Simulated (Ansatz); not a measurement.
ReB2:
Space group P6₃/mmc (No. 194); a = b = 2.902 Å, c = 7.462 Å, α = β = 90.00°, γ = 120.00°

```tsv
atom	site	symmetry	x	y	z
Re	2c	-6m2	0.3333	0.6667	0.2500
B	4f	3m.	0.6667	0.3333	0.0480
```

Relaxed at zero pressure with the program Ansatz at the r²SCAN level (PAW).

The volume is lowered by 6 % and shape and atoms relax at that volume. What pressure results, and how do the axes share the change?

24.3 GPa; a -2.3 %, b -2.3 %, c -1.4 %; the energy rises by 39 meV/atom.

Give the new structure.


Space group P6₃/mmc (No. 194); a = b = 2.8342 Å, c = 7.3557 Å, α = β = 90.00°, γ = 120.00°

```tsv
atom	site	symmetry	x	y	z
Re	2c	-6m2	0.3333	0.6667	0.2500
B	4f	3m.	0.6667	0.3333	0.0477
```

The phase is kept; no other phase was compared at this pressure.

Space group P6_3/mmc. The workflow started from an entry of the Crystallography Open Database (COD). Whether it is the stable phase at ambient conditions was not checked. Symmetry was held in the r²SCAN relaxation; its stability against distortions is not shown here. No spin polarisation was allowed. Spin–orbit coupling is left out wherever it is not named.

Potentials: the later of the program's two PAW sets.
